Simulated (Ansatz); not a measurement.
Ansatz (an electronic-structure program) input:

Ansatz 0.2 input:
```yaml
crystal:
  lattice:
    - [5.4141377621, 0.0, 0.0]
    - [0.0, 5.4141377621, 0.0]
    - [0.0, 0.0, 3.3033924141]
  atoms:
    - { symbol: Zr, position: [0.296526787, 0.296526787, 0.0] }
    - { symbol: Zr, position: [0.703473213, 0.703473213, 0.0] }
    - { symbol: Zr, position: [0.203473213, 0.796526787, 0.5] }
    - { symbol: Zr, position: [0.796526787, 0.203473213, 0.5] }
    - { symbol: N, position: [0.0, 0.0, 0.0] }
    - { symbol: N, position: [0.5, 0.5, 0.5] }
kpoints:
  mp_grid: { grid: [8, 8, 12] }
hamiltonian:
  xc: r2scan
  pseudopotentials: { kind: paw }
scf:
  occupations: { method: gaussian, width: 0.05 }
checkpoint: { read: metal.run }
output: { write_density: true, elf: true, volumetric_format: npy }
basis: { fft_grid_basis: typed }
```

Output (shortened):

```
Pseudopotentials: kind: paw
Pseudopotential: Zr, paw, valence charge 12
Pseudopotential: N, paw, valence charge 5
Functional definition: r2SCAN
Crystal: 6 atoms, lattice volume = 96.832 Å³
Basis set: ecut = 500 eV, 2457 PW (Γ), exchange–correlation on 160×160×100 points (64 copies of the dense FFT grid, shifted against one another)
Bands: 41, of which v1, the nominal top of the filled ones, is band 29 counted from 1 (28 counted from 0)
Symmetry: 16 space group operations
Space group: P42/mnm (ITA 136), of the structure as read, at distance tolerance 4.6e-5 Å
k-points: 105 of 768
PAW frozen core: Zr, regenerated for the run's functional
PAW frozen core: N, regenerated for the run's functional
Initial density: read from a saved state, or passed on in memory by an earlier SCF of this step, an earlier step, the calling program or the single point that …
Stability of the state it starts from, as read at its close in the unpolarized treatment …
Initial wavefunctions: pseudopotential atomic-orbital guess
Eigensolver: davidson
Functional: x = r2scan, c = r2scan; τ floored in thin density (d = 2e-4 eV/Å³)
iter 1 solved again at ethr=2.75e-8 eV; its pass at ethr=3.10e-3 eV (dr2=1.59e-5 eV) is discarded
SCF iter   1: F=—  HF=-17558.053586 eV  |F-HF|=—  |Δ(HF+E_count)|=         —  Δρ=6.31e-7  dr2=7.15e-11  dr2_τ=3.73e-11  ethr=2.75e-8  ⟨swp⟩=3.4  Hψ=28608  notcnv=0
all-band conjugate gradients solve this SCF's bands
preconditioner: auto → Kerker (q_TF=auto, 2.505 Å⁻¹)
SCF iter   2: F=-17558.053586 eV  HF=-17558.053586 eV  |F-HF|=7.28e-12  |Δ(HF+E_count)|=   2.03e-8  Δρ=3.10e-7  dr2=2.56e-11  dr2_τ=5.20e-11  ethr=1.00e-12  ⟨swp⟩=6.6  Hψ=14724  notcnv=0
SCF 1 converged in 2 iterations: F = -17558.053586 eV  dr2 = 2.56e-11
SCF converged after 2 iterations
Free energy (F): -17558.053586 eV
Harris-Foulkes:  -17558.053586 eV  (|F-HF|=7.28e-12)
Internal energy: -17558.050216 eV  (E = F + TS)
E sigma→0 (E₀):  -17558.051901 eV
Entropy (-TS):   -0.003371 eV (-0.562 meV/atom)
Fermi energy:    15.023524 eV
--- Per-component energies (eV) ---
  E_band       = -332.218634
  E_kinetic    = 1597.473904
  E_local      = -2735.444296  (includes V_loc(G=0)·N_el)
  E_nonlocal   = 403.125514
  E_hartree    = 860.766905
  E_xc         = -745.748675
  E_vxc        = -1017.979278  (∫ρ·V_xc dr)
  E_paw        = -12139.700600  (= ΣΔE_a)
  E_vpaw       = -360.194511  (= ΣTr[D̂ρ^β])
  E_aug_tail   = 0.000069  (compensation charges beyond the density's cutoff)
  E_vtau       = 59.266104  (kinetic-family band-sum trace: ∫τ·v_τ [+ j·A + Jᵃ·Aᵃ] dr)
  E_ewald      = -4797.804941
  E_core_change = -0.718096  (= ΣΔE_core)
  E_smearing   = -0.003371  (= −TS)
  E_closure    = 0.000000  (closes the sum)
  Σ components = -17558.053586   (vs F -17558.053586, Δ=0.00e0)
  [band-id]    e_kinetic+e_local+e_nonlocal+2·e_hartree+e_vxc+e_vpaw+e_augmentation_tail+e_vtau = -332.218685   (vs E_band -332.218634, Δ=-5.08e-5)
--- Band table (eV; the first three rows and the last of 105) ---
  k-point 0: bands = ["-35.4641", "-35.3177", "-35.3177", "-35.2575", "-13.6944", "-13.0944", "-12.9956", "-12.9956", "-12.7458", "-12.5670", "-12.4743", "-12.4743", "-12.3455", "-12.3420", "-12.3420", "-12.3147", "-1.3400", "0.2050", "8.8920", "8.8920", "9.5970", "10.6580", "10.6580", "10.9276", "11.4750", "12.9794", "15.1181", "15.7833", "15.9072", "16.0528", "16.0528", "16.4754", "16.5972", "16.5972", "17.4944", "18.0197", "18.0197", "18.0306", "20.2266", "20.2266", "20.6389"]
  k-point 1: bands = ["-35.4581", "-35.3152", "-35.3152", "-35.2584", "-13.6735", "-13.0788", "-12.9817", "-12.9817", "-12.7712", "-12.5797", "-12.5079", "-12.5079", "-12.3905", "-12.3479", "-12.3479", "-12.3252", "-1.2965", "0.1903", "8.9996", "8.9996", "9.4804", "10.6631", "10.6631", "11.1023", "11.3910", "13.0818", "15.0117", "15.4614", "15.4614", "15.5222", "16.0917", "16.6285", "17.1173", "17.1173", "17.5868", "17.9432", "17.9432", "18.2580", "20.3859", "20.3859", "20.6278"]
  k-point 2: bands = ["-35.4409", "-35.3083", "-35.3083", "-35.2616", "-13.6136", "-13.0335", "-12.9413", "-12.9413", "-12.8371", "-12.6247", "-12.5963", "-12.5963", "-12.5066", "-12.3688", "-12.3688", "-12.3569", "-1.1777", "0.1417", "9.2734", "9.2877", "9.2877", "10.6726", "10.6726", "11.1616", "11.5090", "13.3621", "14.7407", "14.7419", "14.7419", "15.0992", "16.3519", "17.0635", "17.6687", "17.6687", "17.7578", "17.7578", "17.7921", "18.9013", "20.4467", "20.4542", "20.8044"]
  k-point 104: bands = ["-35.3179", "-35.3179", "-35.2843", "-35.2843", "-13.4889", "-13.4889", "-13.1926", "-13.1926", "-12.6039", "-12.6039", "-12.5884", "-12.5884", "-12.5863", "-12.5863", "-12.4411", "-12.4411", "-0.5099", "-0.5099", "9.8250", "9.8250", "10.0004", "10.0004", "10.2979", "10.2979", "13.3834", "13.3834", "14.2134", "14.2134", "14.6303", "14.6303", "16.1780", "16.1780", "17.6802", "17.6802", "19.0669", "19.0669", "19.9182", "19.9182", "20.7226", "20.7226", "20.7694"]
  band table: 41 of 41 bands, residual norms ≤ 1.0e-3 eV
```

Cost: roughly 40 core-seconds on shared cores.

Space group P4_2/mnm (anti-rutile). The first step of the workflow began from a Materials Project structure, measured or hypothetical; the Crystallography Open Database copy checked does not list it. Its standing as an ambient phase is unchecked. The r²SCAN relaxation kept the symmetry of its start; of distortions, only those at the zone centre were tested. The run is not spin-polarised. Spin–orbit coupling is left out wherever it is not named.

Potentials: the later of the program's two PAW sets.

Ansatz is a plane-wave DFT program.
